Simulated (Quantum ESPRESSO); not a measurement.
```
CELL_PARAMETERS angstrom
      0.00000     2.38642     2.38642
      2.38642     0.00000     2.38642
      2.38642     2.38642     0.00000
ATOMIC_POSITIONS crystal
  H  0.50000 0.50000 0.50000
  Na 0.00000 0.00000 0.00000
```

The geometry is that of Materials Project entry mp-23870, symmetrised and not relaxed again.

**Question.** What does norm-conserving PBEsol (Quantum ESPRESSO, 88 Ry, no spin-orbit coupling) give for the electronic structure near the Fermi level?

**Answer.** The PBEsol gap is indirect, 3.63 eV, from W to L; the smallest direct gap is 4.55 eV.
